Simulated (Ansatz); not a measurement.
The elements of this relaxed trial crystal are hidden behind letters.

```
lattice vectors (Å)
   3.9237    0.0000    0.0000
  -1.9618    3.3980    0.0000
   0.0000    0.0000   19.2384
fractional positions
X 0.3333 0.6667 0.8293
X 0.6667 0.3333 0.6647
X 0.0000 0.0000 0.5000
X 0.3333 0.6667 0.3353
X 0.6667 0.3333 0.1707
Z 0.0000 0.0000 0.0000
Q 0.0000 0.0000 0.7469
Q 0.3333 0.6667 0.5823
Q 0.6667 0.3333 0.4177
Q 0.0000 0.0000 0.2531
Q 0.3333 0.6667 0.0891
Q 0.6667 0.3333 0.9109
```

These are results of DFT PBE, scalar-relativistic, plane waves, PAW in Ansatz, not measurements. Settings of the last relaxation (12-atom cell): 420 eV, 12×12×2 k points, Gaussian smearing of 0.02 eV, no spin polarisation.

| Property | Result |
| --- | --- |
| Space group | P-3m1 (No. 164) |
| Conventional cell | a = 3.924 Å, c = 19.238 Å |
| Volume per atom | 21.37 Å³ |
| Density | 4.58 g/cm³ |
| Formation energy | −1.108 eV/atom |
| Gap on the 12×12×2 mesh of the 12-atom cell | 1.10 eV |

Energies are uncorrected and count from the elements' standard states at the same level.

Task: X is an s-block element of period 3, Z is a d-block element of period 5 and Q is a p-block element of period 4. Which elements are they?

Result: X = Mg, Z = Cd, Q = Se, so the formula is Mg5CdSe6. Density times volume gives a mean mass of 4.58 × 21.37/1.6605 = 58.9 u per atom, and this set has 59.0 u. Mg on a site of symmetry 3m is surrounded by 6 Se at 2.76–2.77 Å; around Cd lie 6 Se at 2.84 Å; around Se on its first site lie 6 Mg at 2.76–2.77 Å; 4 more sites not described. Other sets within the hints have nearly the same mass, so mass alone doesn't settle it; this one was computed.

Kohn–Sham gaps at this level usually fall short of measured ones. A structure relaxed within its symmetry needn't be a true minimum. Another cell of Mg5CdSe6 relaxed alike, in P-4m2, lies 42 meV/atom lower, so this cell isn't the stable form at this level.
